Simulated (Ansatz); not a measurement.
Cs$_{2}$InAgCl$_{6}$: excitons and shallow donors from band masses and screening

These are results of Ansatz 0.2.0, DFT r2SCAN, scalar-relativistic, plane waves, PAW, not measurements.

Plane waves to 500 eV, a k mesh through Γ of 6×6×6 on the computed 10-atom cell and Gaussian smearing (0.02 eV); no spin polarisation.

Relaxed cell: Fm-3m, a = 10.516 Å, b = 10.516 Å, c = 10.516 Å, α = 90.00°, β = 90.00°, γ = 90.00°, 10 atoms in the primitive cell.

The calculation gives a Kohn–Sham gap of 1.60 eV, an electron mass of 0.298 mₑ and a hole mass of 0.716 mₑ (harmonic means over x, y, z and over the bands degenerate at each edge), and ε∞ = 3.57 (independent particles, mean of the diagonal).

Task: Estimate the binding energy and radius of a Wannier–Mott exciton and of a shallow donor, and say whether the hydrogenic model can hold.

Result: The reduced mass is μ = mₙmₕ/(mₙ + mₕ) = 0.211 mₑ, with mₙ and mₕ the band masses. With E_b = 13.606 eV × μ/ε² and a = 0.529 Å × ε/μ (μ in mₑ) the exciton has E_b = 225 meV and a = 9.0 Å. For a donor μ is the electron mass: 319 meV and 6.3 Å. The radius isn't large against the shortest lattice vector (7.44 Å), so the continuum picture is doubtful and the numbers are only a scale. In a polar crystal the ions screen too, so a state bound more weakly than an optical phonon feels the larger static constant, which lowers the energy and widens the orbit. The other way, the small Kohn–Sham gap and the missing local fields make ε∞ too large and the masses tend to be too light, which underbinds.

Spin-orbit coupling is left out, which matters for the bands of heavy elements.

Cost: 4 runs of about 7.4 core-minutes in all, on AMD EPYC 9R45 (Zen 5) (shared hosts).